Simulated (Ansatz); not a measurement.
Given:

Al3Pd2:
```
Al3Pd2
1.0
    4.20780     0.00000     0.00000
   -2.10390     3.64406     0.00000
    0.00000     0.00000     5.14528
Al Pd
3 2
Direct
  0.00000   0.00000   0.00000
  0.33333   0.66667   0.64529
  0.66667   0.33333   0.35471
  0.33333   0.66667   0.15554
  0.66667   0.33333   0.84446
```

This is the PBEsol-relaxed structure.

Problem. All from PBEsol (plane waves, PAW; program Ansatz), unless another level is named. Predict the Hill bulk and shear moduli.

Solution. 140 and 70.5 GPa.

Problem. Give the highest zone-centre frequency.

Solution. 340 cm^-1.

Space group P-3m1 (La2O3 or Ni2Al3 type). The first step of the workflow began from a Materials Project structure, measured or hypothetical; the Crystallography Open Database copy checked does not list it. Its standing as an ambient phase is unchecked. Symmetry was held in the PBEsol relaxation; its stability against distortions is not shown here. No spin polarisation was allowed. As this level gives no gap, shear constants depend on the k-mesh and smearing (Fermi–Dirac, 0.1 eV here). As this level gives no gap, phonon frequencies hold no LO–TO term and depend on the k-mesh and smearing (Fermi–Dirac, 0.1 eV here).

Potentials: the later of the program's two PAW sets.
